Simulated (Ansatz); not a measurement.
PbO: stiffness from a series of strains

```
CELL_PARAMETERS angstrom
3.97440 0.00000 0.00000
0.00000 3.97440 0.00000
0.00000 0.00000 5.02200
ATOMIC_POSITIONS crystal
Pb 0.00000 0.50000 0.23510
Pb 0.50000 0.00000 0.76490
O 0.00000 0.00000 0.00000
O 0.50000 0.50000 0.00000
```

Atoms are numbered in the order listed.

The cell is a measured one (Crystallography Open Database entry 9012700); the temperature and pressure of the measurement aren't taken into account, and nothing was relaxed.

Spin–orbit coupling is left out, though it moves levels of the heavy atoms by tenths of an eV or more.

Computed with Ansatz 0.2.0, DFT, LDA, all-electron LAPW, scalar-relativistic.

Sampling and basis: a Γ-centred 7×7×6 k mesh, Fermi–Dirac smearing of 0.03 eV, basis error target 1 meV/atom, no spin polarisation.

The strain is applied along the Cartesian axes of the cell as listed (the other components stay zero). Fractional coordinates are held (clamped ions).

σ is the change of stress from the unstrained cell, which is at -1.80 GPa; tension is positive, so slopes are stress–strain coefficients at that pressure.

Only quantities that a quadratic follows smoothly over the whole series are listed; rougher ones are left out.

```
    εzz  σzz (GPa)  σxx (GPa)
-0.0200      -1.89      -1.31
 0.0000       0.00       0.00
 0.0100       0.93       0.59
 0.0200       1.84       1.14
```

**Question.** Fit the series and read off the stiffness at zero strain.

**Answer.** Least-squares fits y = p0 + p1 x + p2 x² to the rows give σzz (GPa): p1 = 93.3, p2 = -66; σxx (GPa): p1 = 61.2, p2 = -210. So C33 = 93 GPa and C13 = 61 GPa, for these axes.

**Question.** One run, at εzz = -0.0100, is withheld. Predict its row.

**Answer.** The fits give -0.94, -0.63; the run gave -0.94, -0.63.
